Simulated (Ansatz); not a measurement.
MoRu (rock salt, Fm-3m) at seven volumes, the program Ansatz at the r²SCAN level (PAW), scaled uniformly. One row is withheld.

```
V (Å³/atom)  P (GPa)
-----------  -------
14.830         26.63
15.319         16.30
15.808          7.50
16.296          0.00
16.785             ?
17.274        -11.79
17.763        -16.37
```

**Question.** Fit the shown pressures and predict the withheld one.

**Answer.** Third-order Birch–Murnaghan: P = (3/2)B₀(x^(7/2) − x^(5/2))[1 + (3/4)(B′ − 4)(x − 1)] with x = (V₀/V)^(2/3). Least squares on the six rows gives V₀ = 16.297 Å³/atom, B₀ = 229.6 GPa, B′ = 4.37. At V = 16.785, x = 0.9805 and P = -6.35 GPa. The run itself gave -6.37 GPa.

The start of the workflow was typed in or built on a structure type; neither database checked (COD, Materials Project) lists it. Whether it is the stable phase at ambient conditions was not checked. The r²SCAN relaxation kept the symmetry of its start. At this level the phase is mechanically unstable. The run is not spin-polarised. Its formation energy is positive at this level, so the cell may be metastable or incomplete.

Potentials: the later of the program's two PAW sets.
